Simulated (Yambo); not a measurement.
```
GaN
1.0
    0.00000     2.24980     2.24980
    2.24980     0.00000     2.24980
    2.24980     2.24980     0.00000
N Ga
1 1
Direct
  0.25000   0.25000   0.25000
  0.00000   0.00000   0.00000
```

GaN (zinc blende, space group F-43m, No. 216) under isotropic strain (on all lattice vectors), counted from the cell relaxed with PBEsol, atoms relaxed at each step. norm-conserving PBE (stringent potentials; Quantum ESPRESSO, 114 Ry, scalar-relativistic); G0W0 in Yambo (6×6×6 Γ-centred k mesh, bands 5 to 146 and a 18 Ry block in the screening, 146 bands in G with the Bruneval-Gonze terminator, plasmon pole fitted at 27.2 eV).

Unstrained, the direct gap at Γ is 1.79 eV in PBE and 2.74 eV in G0W0.

### Question
How fast does it move with strain?

### Answer
Between -0.5 % and +0.5 % the direct gap at Γ has a volume deformation potential dE/dlnV of -8.2 eV in G0W0 and -6.5 eV in PBE. (G0W0: 2.861 eV at -0.5 %, 2.614 eV at +0.5 %; Δ ln V = 3 ln(1.005/0.995) = 0.0300.) Convergence of the GW settings isn't established. Spin-orbit splittings are left out.

This is not the ordinary phase of the substance; no match was found in the copy of COD used, and its stability was not checked.
